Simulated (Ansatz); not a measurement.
Here is the system:

WO₃:
```yaml
crystal:
  lattice:
    - [3.79963, 0.00000, 0.00000]
    - [0.00000, 3.79963, 0.00000]
    - [0.00000, 0.00000, 3.79963]
  atoms:
    - { symbol: W, position: [0.00000, 0.00000, 0.00000] }
    - { symbol: O, position: [0.00000, 0.00000, 0.50000] }
    - { symbol: O, position: [0.50000, 0.00000, 0.00000] }
    - { symbol: O, position: [0.00000, 0.50000, 0.00000] }
```

This is the PBEsol-relaxed structure.

Task: All from DFT-PBEsol in the program Ansatz with PAW potentials, unless another level is named. Predict the Born charges (a third of the trace).

Result: W +13.22, O -4.41 e.

Task: Next, the electronic dielectric constant ε∞ (DFPT)?

Result: 9.20.

Space group Pm-3m (ReO3 type). The workflow started from a Materials Project entry (that database holds measured and hypothetical structures alike); the Crystallography Open Database copy checked does not list it. COD files the formula under space group No. 2, 14, 62, 129, 130, 191. Whether it is the stable phase at ambient conditions was not checked. The cell was relaxed with PBEsol under the symmetry of its start. At this level the phase is dynamically unstable (imaginary phonons). No spin polarisation was allowed. No Hubbard U is applied. Spin–orbit coupling is left out wherever it is not named.

Potentials: the earlier of the program's two PAW sets. The files were generated under PBE; for other functionals the program regenerates the frozen cores, and for LDA and PBEsol the local potential too.
